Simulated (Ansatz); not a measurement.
SiO$_{2}$:
Space group P6₃22 (No. 182); a = 5.012 Å, b = 5.012 Å, c = 8.540 Å, α = 90.00°, β = 90.00°, γ = 120.00°

```tsv
atom	site	symmetry	x	y	z
Si	4f	3..	0.3333	0.6667	0.0630
O	6g	.2.	0.0000	0.4115	0.0000
O	2c	3.2	0.3333	0.6667	0.2500
```

Relaxed with LDA.

Which orbitals make up the states near the band edges in the program Ansatz at the LDA level (PAW)?

Top 1 eV of the valence band: O 2p 97 %. Bottom 1 eV of the conduction band: Si 3s 33 %, Si 3p 18 %, O 2s 18 %, outside the projected shells 28 %. Projections are on Löwdin-orthogonalised atomic valence shells; empty p or d shells of many metals are not among them.

Tabulate the density of states.

States/eV per cell of 12 atoms, in 0.25 eV bins, energy from the valence-band maximum.

| E (eV) | total | O 2p | Si 3p | O 2s |
|---|---|---|---|---|
| -7.85 | 1.28 | 0.89 | 0.10 | 0.06 |
| -7.60 | 0.22 | 0.16 | 0.02 | 0.01 |
| -7.35 | 1.73 | 1.22 | 0.17 | 0.08 |
| -7.10 | 2.63 | 1.89 | 0.28 | 0.12 |
| -6.85 | 3.01 | 2.19 | 0.35 | 0.12 |
| -6.60 | 3.78 | 2.79 | 0.49 | 0.13 |
| -6.35 | 2.86 | 2.13 | 0.43 | 0.07 |
| -6.10 | 1.61 | 1.21 | 0.30 | 0.02 |
| -5.85 | 3.15 | 2.40 | 0.70 | 0.01 |
| -5.60 | 16.72 | 13.00 | 3.46 | 0.05 |
| -5.35 | 11.40 | 9.04 | 2.19 | 0.03 |
| -5.10 | 0.89 | 0.72 | 0.16 | 0.00 |
| -4.85 | 0.00 | 0.00 | 0.00 | 0.00 |
| -4.60 | 0.00 | 0.00 | 0.00 | 0.00 |
| -4.35 | 0.00 | 0.00 | 0.00 | 0.00 |
| -4.10 | 0.00 | 0.00 | 0.00 | 0.00 |
| -3.85 | 0.00 | 0.00 | 0.00 | 0.00 |
| -3.60 | 0.00 | 0.00 | 0.00 | 0.00 |
| -3.35 | 0.73 | 0.59 | 0.10 | 0.03 |
| -3.10 | 12.02 | 9.90 | 1.37 | 0.50 |
| -2.85 | 12.96 | 11.29 | 0.96 | 0.41 |
| -2.60 | 10.51 | 9.64 | 0.41 | 0.20 |
| -2.35 | 10.06 | 9.22 | 0.44 | 0.17 |
| -2.10 | 15.63 | 14.34 | 0.73 | 0.24 |
| -1.85 | 12.00 | 11.17 | 0.43 | 0.14 |
| -1.60 | 6.08 | 5.67 | 0.20 | 0.08 |
| -1.35 | 4.11 | 3.89 | 0.09 | 0.05 |
| -1.10 | 10.89 | 10.37 | 0.19 | 0.14 |
| -0.85 | 12.14 | 11.63 | 0.18 | 0.15 |
| -0.60 | 9.94 | 9.61 | 0.16 | 0.06 |
| -0.35 | 5.44 | 5.32 | 0.05 | 0.02 |
| -0.10 | 5.47 | 5.40 | 0.02 | 0.01 |
| 0.15 | 0.00 | 0.00 | 0.00 | 0.00 |
| 0.40 | 0.00 | 0.00 | 0.00 | 0.00 |
| 0.65 | 0.00 | 0.00 | 0.00 | 0.00 |
| 0.90 | 0.00 | 0.00 | 0.00 | 0.00 |
| 1.15 | 0.00 | 0.00 | 0.00 | 0.00 |
| 1.40 | 0.00 | 0.00 | 0.00 | 0.00 |
| 1.65 | 0.00 | 0.00 | 0.00 | 0.00 |
| 1.90 | 0.00 | 0.00 | 0.00 | 0.00 |
| 2.15 | 0.00 | 0.00 | 0.00 | 0.00 |
| 2.40 | 0.00 | 0.00 | 0.00 | 0.00 |
| 2.65 | 0.00 | 0.00 | 0.00 | 0.00 |
| 2.90 | 0.00 | 0.00 | 0.00 | 0.00 |
| 3.15 | 0.00 | 0.00 | 0.00 | 0.00 |
| 3.40 | 0.00 | 0.00 | 0.00 | 0.00 |
| 3.65 | 0.00 | 0.00 | 0.00 | 0.00 |
| 3.90 | 0.00 | 0.00 | 0.00 | 0.00 |
| 4.15 | 0.00 | 0.00 | 0.00 | 0.00 |
| 4.40 | 0.00 | 0.00 | 0.00 | 0.00 |
| 4.65 | 0.00 | 0.00 | 0.00 | 0.00 |
| 4.90 | 0.00 | 0.00 | 0.00 | 0.00 |
| 5.15 | 0.00 | 0.00 | 0.00 | 0.00 |
| 5.40 | 0.02 | 0.00 | 0.00 | 0.00 |
| 5.65 | 0.26 | 0.01 | 0.02 | 0.05 |
| 5.90 | 0.46 | 0.01 | 0.07 | 0.08 |
| 6.15 | 0.64 | 0.03 | 0.13 | 0.11 |
| 6.40 | 0.69 | 0.03 | 0.17 | 0.12 |
| 6.65 | 0.91 | 0.05 | 0.25 | 0.16 |
| 6.90 | 1.10 | 0.07 | 0.34 | 0.18 |
| 7.15 | 1.30 | 0.09 | 0.43 | 0.22 |
| 7.40 | 1.57 | 0.11 | 0.54 | 0.26 |
| 7.65 | 2.05 | 0.14 | 0.72 | 0.34 |
| 7.90 | 1.99 | 0.15 | 0.75 | 0.32 |
| 8.15 | 2.40 | 0.19 | 1.00 | 0.34 |
| 8.40 | 2.99 | 0.25 | 1.28 | 0.34 |
| 8.65 | 5.14 | 0.38 | 2.13 | 0.56 |
| 8.90 | 9.45 | 0.56 | 4.10 | 1.10 |
| 9.15 | 10.66 | 0.65 | 4.92 | 1.09 |
| 9.40 | 7.55 | 0.53 | 3.57 | 0.79 |
| 9.65 | 9.48 | 0.81 | 4.38 | 0.98 |
| 9.90 | 6.88 | 0.66 | 3.44 | 0.70 |
| 10.15 | 4.33 | 0.45 | 1.98 | 0.44 |

Space group P6_322. The workflow started from a Materials Project entry (that database holds measured and hypothetical structures alike); the Crystallography Open Database copy checked does not list it. It is not the phase usual at ambient conditions (space group No. 92, 152, 154). Symmetry was held in the LDA relaxation. At this level the phase is dynamically unstable (imaginary phonons).

Potentials: the later of the program's two PAW sets.
